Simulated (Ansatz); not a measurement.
A geometry of BeAu away from equilibrium: step 2 of the relaxation of a relaxed BeAu cell shaken by Gaussian noise of σ = 0.08 Å a coordinate. Method: PBE (plane waves to 420 eV, PAW, scalar-relativistic; Ansatz, a first-principles code). Γ-centred k-mesh 6×8×7 on the run's cell (coarser than for final values), Fermi–Dirac smearing 0.05 eV.

```xyz
8
Lattice="5.3396 -0.0256 -0.0307 -0.0191 4.0481 0.0010 -0.0278 0.0012 4.8932" Properties=species:S:1:pos:R:3:forces:R:3 pbc="T T T" free_energy=-52969.097 pressure_GPa=1.5
Be     2.8553     0.9732     3.1743    0.4798    0.0880   -0.0716
Be     0.2535     1.0025     4.2626    0.3238    0.0368   -0.1845
Be     2.3003     3.0006     1.7248    0.2287    0.4148    0.0731
Be     5.0337     3.0572     0.7313    0.0948   -0.0812   -0.4569
Au     3.6736     1.0028     0.4849   -0.5713    0.0221    0.3743
Au     0.9627     1.1195     1.9398   -0.3679   -0.3945   -0.2953
Au     1.6212     3.0223     4.3137    0.2806   -0.0137    0.0608
Au     4.3601     3.0966     2.9111   -0.4686   -0.0723    0.5003
```

Positions in Å, forces in eV/Å, free energy of the cell in eV (comparable only within this code, potentials and settings). Largest force: 0.69 eV/Å, on Au5, Au8 (atoms numbered as listed); the geometry lies 0.02 eV/atom above the end of its relaxation.

No spin polarisation in the result.

The end of the path is a generated cell of BeAu: the first start was made by placing the elements on the sites of a structure type, and the end was not matched to a known phase here, so it may be hypothetical.
